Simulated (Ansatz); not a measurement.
The end point of a relaxation of AlN. Space group P6₃mc (No. 186), AFLOW prototype AB_hP8_186_ab_ab (B5, as in SiC). Level of theory: r2SCAN (plane waves to 500 eV, PAW, scalar-relativistic; Ansatz, a first-principles code).

Space group P6₃mc (No. 186); a = 3.0970 Å, b = 3.0970 Å, c = 10.0329 Å, α = 90.00°, β = 90.00°, γ = 120.00°

| atom | site | symmetry | x | y | z |
|---|---|---|---|---|---|
| Al | 2a | 3m. | 0.0000 | 0.0000 | 0.0014 |
| Al | 2b | 3m. | 0.6667 | 0.3333 | 0.2503 |
| N | 2a | 3m. | 0.0000 | 0.0000 | 0.3119 |
| N | 2b | 3m. | 0.6667 | 0.3333 | 0.0619 |

Question: What is the computed band gap (r2SCAN)?

Answer: 4.66 eV, indirect (valence top at Γ, conduction bottom at M) (no spin-orbit coupling).

Question: What smallest direct gap does r2SCAN give?

Answer: 4.85 eV at Γ.

No spin polarisation in the result.

The run could not lose the symmetry of its start.

The first start was generated by placing the elements on the sites of a structure type. A measured structure of AlN has the same space group, P6₃mc (No. 186); the sites were not compared with it.
